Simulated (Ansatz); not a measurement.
Si2Ni6B:
Space group P-62m (No. 189); a = b = 6.0596 Å, c = 2.8313 Å, α = β = 90.00°, γ = 120.00°

```csv
atom,site,symmetry,x,y,z
Si,2c,-6..,0.3333,0.6667,0.0000
Ni,3f,m2m,0.0000,0.2451,0.0000
Ni,3g,m2m,0.3891,0.3891,0.5000
B,1b,-62m,0.0000,0.0000,0.5000
```

Relaxed with r²SCAN.

Task: Which orbitals make up the states near the Fermi level in r²SCAN (plane waves, PAW; program Ansatz)?

Result: Within 0.5 eV of the Fermi level: Ni 3d 73 %, Si 3p 12 %. Projections are on Löwdin-orthogonalised atomic valence shells; empty p or d shells of many metals are not among them.

Task: Tabulate the density of states.

Result: States/eV per cell of 9 atoms, in 0.25 eV bins, energy from the Fermi level.

| E (eV) | total | Ni 3d | Si 3p | B 2p |
|---|---|---|---|---|
| -7.85 | 0.44 | 0.11 | 0.09 | 0.03 |
| -7.60 | 0.61 | 0.08 | 0.26 | 0.07 |
| -7.35 | 1.01 | 0.15 | 0.43 | 0.11 |
| -7.10 | 1.86 | 0.37 | 0.82 | 0.16 |
| -6.85 | 2.28 | 0.50 | 0.86 | 0.30 |
| -6.60 | 2.72 | 0.75 | 0.87 | 0.41 |
| -6.35 | 3.66 | 1.21 | 1.14 | 0.47 |
| -6.10 | 2.99 | 1.06 | 0.91 | 0.38 |
| -5.85 | 3.84 | 1.54 | 1.04 | 0.50 |
| -5.60 | 2.85 | 1.27 | 0.67 | 0.41 |
| -5.35 | 2.20 | 1.02 | 0.50 | 0.32 |
| -5.10 | 2.75 | 1.32 | 0.69 | 0.34 |
| -4.85 | 4.23 | 2.14 | 1.02 | 0.55 |
| -4.60 | 7.15 | 3.89 | 1.63 | 0.92 |
| -4.35 | 8.99 | 5.36 | 2.12 | 0.93 |
| -4.10 | 12.31 | 8.15 | 2.49 | 1.23 |
| -3.85 | 5.88 | 4.29 | 0.81 | 0.40 |
| -3.60 | 7.81 | 6.47 | 0.47 | 0.38 |
| -3.35 | 16.13 | 13.75 | 0.76 | 0.45 |
| -3.10 | 18.47 | 16.08 | 0.71 | 0.30 |
| -2.85 | 11.99 | 10.83 | 0.29 | 0.26 |
| -2.60 | 6.45 | 6.16 | 0.08 | 0.03 |
| -2.35 | 16.03 | 15.22 | 0.25 | 0.14 |
| -2.10 | 12.13 | 11.53 | 0.19 | 0.07 |
| -1.85 | 6.81 | 6.61 | 0.06 | 0.02 |
| -1.60 | 14.00 | 13.60 | 0.12 | 0.04 |
| -1.35 | 22.96 | 22.10 | 0.32 | 0.09 |
| -1.10 | 20.96 | 20.24 | 0.27 | 0.09 |
| -0.85 | 20.57 | 19.69 | 0.32 | 0.12 |
| -0.60 | 9.47 | 8.32 | 0.42 | 0.20 |
| -0.35 | 6.61 | 5.23 | 0.53 | 0.25 |
| -0.10 | 4.50 | 3.20 | 0.52 | 0.24 |
| 0.15 | 2.93 | 1.90 | 0.47 | 0.17 |
| 0.40 | 2.23 | 1.32 | 0.45 | 0.14 |
| 0.65 | 1.54 | 0.88 | 0.36 | 0.09 |
| 0.90 | 1.27 | 0.72 | 0.31 | 0.08 |
| 1.15 | 1.47 | 0.80 | 0.35 | 0.13 |
| 1.40 | 2.11 | 1.11 | 0.48 | 0.23 |
| 1.65 | 3.47 | 1.70 | 0.74 | 0.47 |
| 1.90 | 3.50 | 1.54 | 0.74 | 0.56 |
| 2.15 | 2.50 | 1.04 | 0.49 | 0.43 |
| 2.40 | 3.51 | 1.42 | 0.70 | 0.56 |
| 2.65 | 3.03 | 1.14 | 0.69 | 0.46 |
| 2.90 | 3.54 | 1.22 | 0.93 | 0.55 |
| 3.15 | 3.74 | 1.17 | 1.13 | 0.54 |
| 3.40 | 3.79 | 1.11 | 1.27 | 0.55 |
| 3.65 | 2.59 | 0.69 | 0.88 | 0.43 |
| 3.90 | 2.10 | 0.50 | 0.69 | 0.39 |
| 4.15 | 1.99 | 0.42 | 0.55 | 0.34 |
| 4.40 | 2.02 | 0.35 | 0.41 | 0.33 |
| 4.65 | 1.84 | 0.30 | 0.39 | 0.29 |

The first step of the workflow began from a Materials Project structure, measured or hypothetical; the Crystallography Open Database files this formula in space group No. 189, but the cells were not matched. Whether it is the stable phase at ambient conditions was not checked. The cell was relaxed with r²SCAN under the symmetry of its start; its stability against distortions is not shown here. No spin polarisation was allowed.

Potentials: the later of the program's two PAW sets.
